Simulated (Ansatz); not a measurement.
Structures of LiCl2: which is lowest?

Plane-wave DFT in Ansatz with scalar-relativistic PAW potentials, cutoff 420 eV, Γ-centred meshes chosen by cell and gap, Gaussian smearing with energies taken to zero width. Every cell was relaxed (cell and atoms) in a run of its own, within the symmetry of its start. Functional: PBE.

Relaxed structures (starts from databases or built by putting these elements on another compound's sites):
A. P3_121, 9 atoms in the computed cell, a = 6.751 Å, c = 5.320 Å; sites (symmetry × multiplicity) Li .2. × 3, Cl 1 × 6; start: built
B. P6_422, 9 atoms in the computed cell, a = 7.133 Å, c = 4.561 Å; sites (symmetry × multiplicity) Li 222 × 3, Cl ..2 × 6; start: built
C. Fm-3m, 3 atoms in the computed cell, a = 6.302 Å; sites (symmetry × multiplicity) Li m-3m × 4, Cl -43m × 8; start: built

**Question.** Rank them by energy. Could pressure change the order?

**Answer.**
```csv
structure,group,E − E(lowest) (meV/atom),V (Å³/atom),gap on mesh (eV)
A,P3_121,0.0,23.33,0.00
B,P6_422,166,22.33,0.00
C,Fm-3m,229,20.86,0.00
```

A is lowest, 166 meV/atom under B. C is denser by 2.48 Å³/atom, so pressure favours it: ΔE/ΔV, with ΔE in eV and 1 eV/Å³ = 160.2 GPa, gives about 15 GPa for equal enthalpy if both cells were rigid, a rough figure since the two compress differently. Other structures may lie lower than all of these, and vibrations aren't counted.

The cell has an odd number of electrons and was run without spin polarisation, which forces a half-filled band: energy, forces and stress belong to that artificial state.